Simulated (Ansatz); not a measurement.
**A strain series on MoS2 (2H-MoS2 type): uniaxial along z, other directions held**

MoS2 (2H-MoS2 type), relaxed with r2SCAN+rVV10 in the PAW code Ansatz, then strained (uniaxial along z, other directions held; changes of length per length, axes as in the cell below) with the atoms relaxed again within the symmetry that is left. It is hexagonal, P6_3/mmc (No. 194); conventional cell a = 3.173 Å, c = 12.436 Å, 18.07 Å³ an atom. Around Mo lie 6 S at 2.40 Å; around S lie 3 Mo at 2.40 Å. No magnetic order and no zero-point or thermal motion.

```yaml
crystal:
  lattice:
    - [3.17302, 0.00000, 0.00000]
    - [-1.58651, 2.74792, 0.00000]
    - [0.00000, 0.00000, 12.43590]
  atoms:
    - { symbol: Mo, position: [0.33333, 0.66667, 0.25000] }
    - { symbol: Mo, position: [0.66667, 0.33333, 0.75000] }
    - { symbol: S, position: [0.66667, 0.33333, 0.37510] }
    - { symbol: S, position: [0.66667, 0.33333, 0.12490] }
    - { symbol: S, position: [0.33333, 0.66667, 0.87510] }
    - { symbol: S, position: [0.33333, 0.66667, 0.62490] }
```

Gaps are the least over each mesh (PBE 12×12×2, r2SCAN 12×12×2, r2SCAN+SOC 12×12×2, HSE06 6×6×2 when unstrained) and the special points, which keep their unstrained names.

```tsv
strain (%)	gap, PBE (eV)	gap, r2SCAN (eV)	gap, r2SCAN+SOC (eV)	gap, HSE06 (eV)	edges, HSE06
-4.0	0.703	0.802	0.797	1.239	Γ → Γ–K (0.54)
-3.0	0.761	0.862	0.856	1.305	Γ → Γ–K (0.53)
-2.0	0.818	0.921	0.915	1.369	Γ → Γ–K (0.53)
-1.0	0.873	0.977	0.971	1.426	Γ → K
0.0	0.927	1.032	1.026	1.477	Γ → K
+1.0	0.979	1.086	1.079	1.524	Γ → K
+2.0	1.030	1.137	1.131	1.568	Γ → K
+3.0	1.078	1.187	1.180	1.611	Γ → K
+4.0	1.125	1.234	1.228	1.649	Γ → K
```

Between zero and the nearest strains the slope of the HSE06 gap against strain is +0.051 eV per percent for negative and +0.047 for positive strain.

Only the levels marked +SOC include spin-orbit coupling.

Where an edge lies off the special points, it is a point of the mesh or the k point where a search put PBE's edge or least direct gap, reused for the other functionals, whose own edges may lie a little apart.

The meshes of the hybrids are coarse, so their gaps aren't converged to the digits shown.
